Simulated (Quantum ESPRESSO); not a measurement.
## Ga4P3 (input and log of a self-consistent run)

Simulated, not a measurement. The program is pw.x of Quantum ESPRESSO 7.5 (plane-wave density functional theory). The cell is made up: 7 atoms on a zincblende/diamond lattice with one site empty, with randomly drawn elements, strain and displacements, not relaxed. PseudoDojo standard norm-conserving files (v0.5 for PBE, v0.4.1 for LDA and PBEsol) set the functional; there is no spin polarisation, spin-orbit coupling or dispersion term, and the masses in the input are unused placeholders. A spin-polarised start on this cell or one of its family kept no moment.

Input:

```
&control calculation='scf', pseudo_dir='./dojo.nc.sr.pbe.v0_5.standard.upf', outdir='./o', disk_io='low', tprnfor=.true., tstress=.true. /
&system ibrav=0, nat=7, ntyp=2, nbnd=44, ecutwfc=79.96652505, nosym=.true., tot_charge=0,
 occupations='smearing', smearing='fd', degauss=0.0073498644
/
&electrons conv_thr=7.350e-09, electron_maxstep=60, /
ATOMIC_SPECIES
Ga 1.0 Ga.upf
P 1.0 P.upf
CELL_PARAMETERS angstrom
5.543 0.0 0.0
0.0 5.543 0.0
0.0 0.0 5.543
ATOMIC_POSITIONS angstrom
Ga -0.0543 0.0256 0.0485
Ga 0.042 2.7668 2.8983
Ga 2.7606 0.0382 2.7099
Ga 2.7819 2.8832 -0.0619
P 1.2856 1.4142 1.4199
P 1.3061 4.254 4.1395
P 4.2333 4.1243 1.3961
K_POINTS automatic
6 6 6 1 1 1
```

The log is shortened where brackets say so; the opening notice, blank lines, dates and the lines on written files are dropped, and the path of the files is cut. It prints rydbergs, bohrs and kilobars, and counts compression as positive stress.

```
     Program PWSCF v.7.5
     Parallel version (MPI & OpenMP), running on       4 processor cores
     Number of MPI processes:                 4
     Threads/MPI process:                     1
     [start-up lines left out]
     bravais-lattice index     =            0
     lattice parameter (alat)  =      10.4748  a.u.
     unit-cell volume          =    1149.2943 (a.u.)^3
     number of atoms/cell      =            7
     number of atomic types    =            2
     number of electrons       =        67.00
     number of Kohn-Sham states=           44
     kinetic-energy cutoff     =      79.9665  Ry
     charge density cutoff     =     319.8661  Ry
     scf convergence threshold =      7.3E-09
     mixing beta               =       0.7000
     number of iterations used =            8  plain     mixing
     Exchange-correlation= PBE
                           (   1   4   3   4   0   0   0)
     [axes and pseudopotential details left out]
   Cartesian axes
     site n.     atom                  positions (alat units)
         1        Ga     tau(   1) = (  -0.0097961   0.0046184   0.0087498  )
         2        Ga     tau(   2) = (   0.0075771   0.4991521   0.5228757  )
         3        Ga     tau(   3) = (   0.4980336   0.0068916   0.4888869  )
         4        Ga     tau(   4) = (   0.5018762   0.5201515  -0.0111672  )
         5        P      tau(   5) = (   0.2319322   0.2551326   0.2561609  )
         6        P      tau(   6) = (   0.2356305   0.7674544   0.7467978  )
         7        P      tau(   7) = (   0.7637200   0.7440556   0.2518672  )
     number of k points=   108  Fermi-Dirac smearing, width (Ry)=  0.0073
     Number of k-points >= 100: set verbosity='high' to print them.
     Dense  grid:   110843 G-vectors     FFT dimensions: (  60,  60,  60)
     Estimated max dynamical RAM per process >     392.48 MB
     Estimated total dynamical RAM >       1.45 GB
     Initial potential from superposition of free atoms
     starting charge      66.9889, renormalised to      67.0000
     Starting wfcs are   48 randomized atomic wfcs
     total cpu time spent up to now is       17.2 secs
     per-process dynamical memory:   341.7 Mb
     Self-consistent Calculation
     iteration #  1     ecut=    79.97 Ry     beta= 0.70
     Davidson diagonalization with overlap
     ethr =  1.00E-02,  avg # of iterations =  4.1
     Threshold (ethr) on eigenvalues was too large:
     Diagonalizing with lowered threshold
     Davidson diagonalization with overlap
     ethr =  3.37E-04,  avg # of iterations =  5.7
     total cpu time spent up to now is      121.4 secs
     total energy              =    -653.28176040 Ry
     estimated scf accuracy    <       0.23634875 Ry
     iteration #  2     ecut=    79.97 Ry     beta= 0.70
     Davidson diagonalization with overlap
     ethr =  3.53E-04,  avg # of iterations =  3.0
     total cpu time spent up to now is      167.2 secs
     total energy              =    -653.33431902 Ry
     estimated scf accuracy    <       0.12652153 Ry
     iteration #  3     ecut=    79.97 Ry     beta= 0.70
     Davidson diagonalization with overlap
     ethr =  1.89E-04,  avg # of iterations =  2.1
     total cpu time spent up to now is      208.8 secs
     total energy              =    -653.36143800 Ry
     estimated scf accuracy    <       0.00492505 Ry
     iteration #  4     ecut=    79.97 Ry     beta= 0.70
     Davidson diagonalization with overlap
     ethr =  7.35E-06,  avg # of iterations =  9.5
     total cpu time spent up to now is      275.4 secs
     total energy              =    -653.36255876 Ry
     estimated scf accuracy    <       0.00121640 Ry
     iteration #  5     ecut=    79.97 Ry     beta= 0.70
     Davidson diagonalization with overlap
     ethr =  1.82E-06,  avg # of iterations =  4.6
     total cpu time spent up to now is      322.6 secs
     total energy              =    -653.36278052 Ry
     estimated scf accuracy    <       0.00026994 Ry
     iteration #  6     ecut=    79.97 Ry     beta= 0.70
     Davidson diagonalization with overlap
     ethr =  4.03E-07,  avg # of iterations =  2.0
     total cpu time spent up to now is      361.8 secs
     total energy              =    -653.36283182 Ry
     estimated scf accuracy    <       0.00000642 Ry
     iteration #  7     ecut=    79.97 Ry     beta= 0.70
     Davidson diagonalization with overlap
     ethr =  9.59E-09,  avg # of iterations =  3.3
     total cpu time spent up to now is      413.9 secs
     total energy              =    -653.36283424 Ry
     estimated scf accuracy    <       0.00000087 Ry
     iteration #  8     ecut=    79.97 Ry     beta= 0.70
     Davidson diagonalization with overlap
     ethr =  1.30E-09,  avg # of iterations =  2.9
     total cpu time spent up to now is      455.5 secs
     total energy              =    -653.36283449 Ry
     estimated scf accuracy    <       0.00000031 Ry
     iteration #  9     ecut=    79.97 Ry     beta= 0.70
     Davidson diagonalization with overlap
     ethr =  4.58E-10,  avg # of iterations =  2.0
     total cpu time spent up to now is      495.0 secs
     total energy              =    -653.36283454 Ry
     estimated scf accuracy    <       0.00000003 Ry
     iteration # 10     ecut=    79.97 Ry     beta= 0.70
     Davidson diagonalization with overlap
     ethr =  3.94E-11,  avg # of iterations =  2.0
     total cpu time spent up to now is      543.3 secs
     End of self-consistent calculation
     Number of k-points >= 100: set verbosity='high' to print the bands.
     the Fermi energy is     6.4573 ev
!    total energy              =    -653.36283455 Ry
     estimated scf accuracy    <          3.0E-09 Ry
     smearing contrib. (-TS)   =      -0.00469855 Ry
     internal energy E=F+TS    =    -653.35813600 Ry
     The total energy is F=E-TS. E is the sum of the following terms:
     one-electron contribution =    -336.20671859 Ry
     hartree contribution      =     216.77302372 Ry
     xc contribution           =    -179.48189949 Ry
     ewald contribution        =    -354.44254165 Ry
     convergence has been achieved in  10 iterations
     Forces acting on atoms (cartesian axes, Ry/au):
     atom    1 type  1   force =    -0.00102698    0.01115325   -0.01176744
     atom    2 type  1   force =    -0.03005497   -0.01178687   -0.00803114
     atom    3 type  1   force =     0.00534767   -0.00392352    0.00316174
     atom    4 type  1   force =    -0.00861889   -0.02169410    0.00731809
     atom    5 type  2   force =     0.03268535    0.01317322   -0.01849035
     atom    6 type  2   force =     0.02837318    0.00931119    0.01259356
     atom    7 type  2   force =    -0.02670537    0.00376683    0.01521555
     Total force =     0.074941     Total SCF correction =     0.000323
     Computing stress (Cartesian axis) and pressure
          total   stress  (Ry/bohr**3)                   (kbar)     P=      -22.25
  -0.00015983   0.00003148   0.00004679          -23.51        4.63        6.88
   0.00003148  -0.00012912   0.00004366            4.63      -18.99        6.42
   0.00004679   0.00004366  -0.00016477            6.88        6.42      -24.24
     init_run     :     15.15s CPU     15.96s WALL (       1 calls)
     electrons    :    511.84s CPU    526.18s WALL (       1 calls)
     forces       :     13.65s CPU     13.94s WALL (       1 calls)
     stress       :     45.60s CPU     46.27s WALL (       1 calls)
     [timing details left out]
     PWSCF        :   9m47.72s CPU  10m 4.22s WALL
     JOB DONE.
```

In other units: free energy -8889.454 eV for the cell, pressure -2.22 GPa, largest force component 0.840 eV/Å. A rerun of this cell at 1377 eV and a 8 x 8 x 8 mesh moved values by no more than 0.010 eV in energy, 0.02 GPa in stress and 0.005 eV/Å in force.